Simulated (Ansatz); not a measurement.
Structures of Ir₂C₃: which is lowest?

Plane-wave DFT in Ansatz with scalar-relativistic PAW potentials, cutoff 420 eV, Γ-centred meshes chosen by cell and gap, Gaussian smearing with energies taken to zero width. Every cell was relaxed (cell and atoms) in a run of its own, within the symmetry of its start. Functional: PBE.

Relaxed structures (starts from databases or built by putting these elements on another compound's sites):
A. P-3m1, 5 atoms in the computed cell, a = 3.265 Å, c = 5.676 Å; sites (symmetry × multiplicity) Ir 3m. × 2, C -3m. × 1 + 3m. × 2; start: built
B. R-3c, 10 atoms in the computed cell, a = 5.191 Å, c = 14.306 Å; sites (symmetry × multiplicity) Ir 3. × 12, C .2 × 18; start: built

Task: Rank them by energy. Could pressure change the order?

Result:
```tsv
structure	group	E − E(lowest) (meV/atom)	V (Å³/atom)	gap on mesh (eV)
B	R-3c	0.0	11.13	0.00
A	P-3m1	361	10.48	0.00
```

B is lowest, 361 meV/atom under A. A is denser by 0.65 Å³/atom, so pressure favours it: ΔE/ΔV, with ΔE in eV and 1 eV/Å³ = 160.2 GPa, gives about 89 GPa for equal enthalpy if both cells were rigid; at such pressures compression changes ΔV much, so this is a scale only. Other structures may lie lower than all of these, and vibrations aren't counted.

Spin-orbit coupling is left out, which matters for the bands of heavy elements.